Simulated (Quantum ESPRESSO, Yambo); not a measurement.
Ca2Ge (anti-fluorite, space group Fm-3m, No. 225): static response along x against the Γ-centred k mesh (Yambo on norm-conserving PBEsol (Quantum ESPRESSO, 78 Ry, without SOC) bands; 69 bands, 4 Ry block). The smallest direct PBEsol gap is 0.50 eV.

```tsv
k mesh	ε(0), independent particles	ε(0), RPA with local fields
4×4×4	22.5	18.4
6×6×6	17.1	13.7
8×8×8	[?]	[?]
```

Task: What does the densest mesh give?

Result: 
- 8×8×8, ε(0), independent particles: 15.7
- 8×8×8, ε(0), RPA with local fields: 12.6

The last step changes the RPA value by 9.3 %: not yet converged. Electronic response only; costs are rough.

Geometry relaxed with PBEsol; primitive cell a = b = c = 5.0292 Å, α = β = γ = 60.00°.

The structure is a Materials Project entry; no match was found in the copy of COD used, and its stability was not checked.
